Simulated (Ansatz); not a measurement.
W₃N₄ (space group Pm-3m)

```yaml
crystal:
  lattice:
    - [4.15584, 0.00000, 0.00000]
    - [0.00000, 4.15584, 0.00000]
    - [0.00000, 0.00000, 4.15584]
  atoms:
    - { symbol: N, position: [0.50000, 0.50000, 0.50000] }
    - { symbol: N, position: [0.50000, 0.00000, 0.00000] }
    - { symbol: N, position: [0.00000, 0.50000, 0.00000] }
    - { symbol: N, position: [0.00000, 0.00000, 0.50000] }
    - { symbol: W, position: [0.50000, 0.50000, 0.00000] }
    - { symbol: W, position: [0.00000, 0.50000, 0.50000] }
    - { symbol: W, position: [0.50000, 0.00000, 0.50000] }
```

The slice is a {100} plane (indices of the conventional cell) through the point (0.500, 0.500, 0.500) (fractional), spanned by u = [100] and v = [010] in vectors of this cell: u (4.16 Å) and v (4.16 Å, at 90° to u). It covers one period; positions are fractions (u, v).

Method: LDA (plane waves to 420 eV, PAW, scalar-relativistic; Ansatz, a program for electronic structure). k mesh 11×11×11. These are valence fields of a PAW run, semicore shells included where kept as valence: close to a nucleus they are smooth pseudo fields. Spin-orbit coupling is left out, though W is heavy. W3N4 is run without spin polarisation. W3N4 was relaxed with its symmetry unable to fall.

Q: What is the ELF at the density minimum of the shortest N–W line in this plane (2.08 Å)?

A: 0.2.

Q: What is the valence density on the shortest N–W line in this plane (2.08 Å), at its minimum between the atoms?

A: 0.72 e/Å³.

Q: Sketch the electron localisation function (ELF) on this plane as a map.

A: 
```tsv
v \ u	0.00	0.12	0.25	0.38	0.50	0.62	0.75	0.88
0.88	0.77	0.76	0.19	0.64	0.68	0.64	0.19	0.76
0.75	0.19	0.19	0.24	0.23	0.21	0.23	0.24	0.19
0.62	0.68	0.64	0.23	0.78	0.78	0.78	0.23	0.64
0.50	x	0.68	0.21	0.78	x	0.78	0.21	0.68
0.38	0.68	0.64	0.23	0.78	0.78	0.78	0.23	0.64
0.25	0.19	0.19	0.24	0.23	0.21	0.23	0.24	0.19
0.12	0.77	0.76	0.19	0.64	0.68	0.64	0.19	0.76
0.00	x	0.77	0.19	0.68	x	0.68	0.19	0.77
```

Values: electron localisation function (ELF). Points within 0.4 Å of a nucleus are blanked (x), as the pseudised field means little there.
